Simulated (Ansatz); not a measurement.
Relaxation of a generated cell, Al built in the lonsdaleite structure type; 4 atoms in the cell, which starts as P6₃/mmc (No. 194), hP4; a = 3.8964 Å, b = 3.8964 Å, c = 6.4987 Å, α = 90.00°, β = 90.00°, γ = 120.00°. All values below come from PBEsol (plane waves to 420 eV, PAW, scalar-relativistic; Ansatz, a first-principles code). Γ-centred k-mesh 10×10×5 on the run's cell (coarser than for final values), Fermi–Dirac smearing 0.05 eV. This is the first round of the run. 

The optimiser's lines from the output (shortened; P is positive under compression):

```
relax step   1: F+E_penalty+E_count = -2093.94672673 eV  Δ(F+E_penalty+E_count) = +0.000e0 eV  max|allowed force component| = 5.405e-1 eV/Å  Δτ_max = 0.0000 Å  P = +14.979 GPa  Ω = 85.447 Å³  (7 SCF iters, dr2 threshold 1.00e-7 eV, accepted)
relax step   2: F+E_penalty+E_count = -2094.67465258 eV  Δ(F+E_penalty+E_count) = -7.279e-1 eV  max|allowed force component| = 1.091e-1 eV/Å  Δτ_max = 0.0007 Å  P = +5.451 GPa  Ω = 96.742 Å³  (5 SCF iters, dr2 threshold 4.00e-7 eV, accepted)
relax step   3: F+E_penalty+E_count = -2094.90693829 eV  Δ(F+E_penalty+E_count) = -2.323e-1 eV  max|allowed force component| = 2.090e-1 eV/Å  Δτ_max = 0.0312 Å  P = +0.971 GPa  Ω = 104.872 Å³  (5 SCF iters, dr2 threshold 4.00e-7 eV, accepted)
relax step   4: F+E_penalty+E_count = -2095.14983782 eV  Δ(F+E_penalty+E_count) = -2.429e-1 eV  max|allowed force component| = 4.326e-1 eV/Å  Δτ_max = 0.0821 Å  P = -1.978 GPa  Ω = 109.497 Å³  (6 SCF iters, dr2 threshold 4.00e-7 eV, accepted)
relax step   5: F+E_penalty+E_count = -2095.41034725 eV  Δ(F+E_penalty+E_count) = -2.605e-1 eV  max|allowed force component| = 5.117e-1 eV/Å  Δτ_max = 0.0747 Å  P = -3.001 GPa  Ω = 108.702 Å³  (6 SCF iters, dr2 threshold 4.00e-7 eV, accepted)
relax step   6: F+E_penalty+E_count = -2095.65894113 eV  Δ(F+E_penalty+E_count) = -2.486e-1 eV  max|allowed force component| = 5.166e-1 eV/Å  Δτ_max = 0.0753 Å  P = -3.610 GPa  Ω = 106.994 Å³  (6 SCF iters, dr2 threshold 4.00e-7 eV, accepted)
relax step   7: F+E_penalty+E_count = -2095.81734421 eV  Δ(F+E_penalty+E_count) = -1.584e-1 eV  max|allowed force component| = 3.813e-1 eV/Å  Δτ_max = 0.0701 Å  P = -2.279 GPa  Ω = 101.887 Å³  (5 SCF iters, dr2 threshold 4.00e-7 eV, accepted)
relax step   8: F+E_penalty+E_count = -2095.90600535 eV  Δ(F+E_penalty+E_count) = -8.866e-2 eV  max|allowed force component| = 2.677e-1 eV/Å  Δτ_max = 0.0197 Å  P = +1.835 GPa  Ω = 92.687 Å³  (6 SCF iters, dr2 threshold 4.00e-7 eV, accepted)
relax step   9: F+E_penalty+E_count = -2095.93952797 eV  Δ(F+E_penalty+E_count) = -3.352e-2 eV  max|allowed force component| = 4.348e-3 eV/Å  Δτ_max = 0.0353 Å  P = +0.187 GPa  Ω = 95.528 Å³  (6 SCF iters, dr2 threshold 4.00e-7 eV, accepted)
relax step  10: F+E_penalty+E_count = -2095.93975553 eV  Δ(F+E_penalty+E_count) = -2.276e-4 eV  max|allowed force component| = 1.902e-4 eV/Å  Δτ_max = 0.0007 Å  P = +0.002 GPa  Ω = 95.896 Å³  (6 SCF iters, dr2 threshold 2.47e-7 eV, accepted)
relax step  11: F+E_penalty+E_count = -2095.95785772 eV  Δ(F+E_penalty+E_count) = -1.810e-2 eV  max|allowed force component| = 1.903e-4 eV/Å  Δτ_max = 0.0000 Å  P = +0.182 GPa  Ω = 95.896 Å³  stress off target by 2.69e-1 GPa  SCF on the basis re-selected at this cell (its energy is not comparable with the rows above)  (6 SCF iters)
relax step  12: F+E_penalty+E_count = -2095.95810697 eV  Δ(F+E_penalty+E_count) = -2.493e-4 eV  max|allowed force component| = 1.606e-4 eV/Å  Δτ_max = 0.0000 Å  P = +0.003 GPa  Ω = 96.252 Å³  (6 SCF iters, dr2 threshold 1.82e-7 eV, accepted)
relax step  13: F+E_penalty+E_count = -2095.95810729 eV  Δ(F+E_penalty+E_count) = -3.250e-7 eV  max|allowed force component| = 1.173e-5 eV/Å  Δτ_max = 0.0000 Å  P = -0.000 GPa  Ω = 96.258 Å³  (7 SCF iters, dr2 threshold 1.19e-9 eV, accepted)
relax step  14: F+E_penalty+E_count = -2095.95815161 eV  Δ(F+E_penalty+E_count) = -4.432e-5 eV  max|allowed force component| = 1.173e-5 eV/Å  Δτ_max = 0.0000 Å  P = +0.000 GPa  Ω = 96.258 Å³  stress off target by 2.56e-4 GPa  SCF on the basis re-selected at this cell (its energy is not comparable with the rows above)  (8 SCF iters)
```

From the first to the last row the energy changes by -0.50 eV/atom and the volume by +12.7 %. The last row is marked as not comparable with the walk above it, whose basis was carried along; it does compare with step 1, since both stand on a basis selected at the nominal cutoff for their own cell.

Later rounds, restarted from the end of this one on a renewed k-mesh, logged 8 more steps and released under 0.01 eV/atom more. The final structure after all rounds: P6/mmm (No. 191), hP2; a = 4.5121 Å, b = 4.5121 Å, c = 2.7266 Å, α = 90.00°, β = 90.00°, γ = 120.00°. Between re-selections the logged energies stand on a plane-wave basis carried along with the cell. No spin polarisation in the result.

The run could not lose the symmetry of its start: the end is stationary, and may be a saddle point rather than a minimum.

The relaxed structure here is a generated cell of Al: the first start was made by placing the elements on the sites of a structure type, and the end was not matched to a known phase here, so it may be hypothetical. Known forms of Al include space group No. 225.
